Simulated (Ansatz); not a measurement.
Sn (Fd-3m), an elastic constant from a strain scan

These are results of DFT r2SCAN, scalar-relativistic, plane waves, PAW in Ansatz, not measurements. Settings: plane waves to 500 eV, k-mesh 16×16×16 (Γ-centred), Gaussian smearing 0.15 eV. No spin polarisation. Energies are free energies at this smearing, counted from the undisturbed cell; pressure is positive in compression.

Zero of the scan (relaxed at this level):

```
Sn
1.0
     0.00000    3.28310    3.28310
     3.28310    0.00000    3.28310
     3.28310    3.28310    0.00000
Sn
2
Direct
  0.50000 0.50000 0.50000
  0.75000 0.75000 0.75000
```

The cell is strained by ε times the Voigt pattern (1, 0, 0, 0, 0, 0) (xx, yy, zz, yz, xz, xy; engineering shear) with fractional coordinates fixed. The cell holds 2 atoms in V0 = 70.78 Å³. The stress column is τ = (1/V0) dE/dε, got from the stress tensor σ (compression positive) at each point as −det(1 + εP) σ : P(1 + εP)⁻¹, with P the pattern as a tensor.

```csv
ε,ΔE (meV/atom),τ (GPa)
-0.0600,28.223,-4.360
-0.0450,15.690,-3.212
-0.0300,6.899,-2.101
0.0000,0.000,-0.011
0.0150,1.591,0.963
0.0450,14.052,2.765
0.0600,?,?
```

Question: Which combination of elastic constants does this scan measure, and how large is it?

Answer: For small ε, τ = τ0 + Kε with K = pᵀCp, which for this pattern is C11 in the cubic axes. The parabola through τ at ε = -0.0300, 0 and 0.0150 has slope K = 67 GPa at zero. The energies per cell, E = NΔE, of the same two points give K = 2[E(ε₊)/ε₊ − E(ε₋)/ε₋]/[(ε₊ − ε₋)V0] = 68 GPa, in agreement.

Question: Predict the withheld row at ε = 0.0600 from the harmonic law, and compare.

Answer: ΔE = V0(τ0 ε + Kε²/2)/N = 26.308 meV/atom and τ = 3.98 GPa. The calculation gives 24.594 meV/atom and 3.59 GPa: the energy lies 7 % below the harmonic value, as bonds soften when stretched.

The gap closes along the scan, which can put kinks into the curve.

Cost: 7 runs of about 5.4 core-minutes in all, on Intel Xeon Platinum 8375C (Ice Lake) (shared hosts).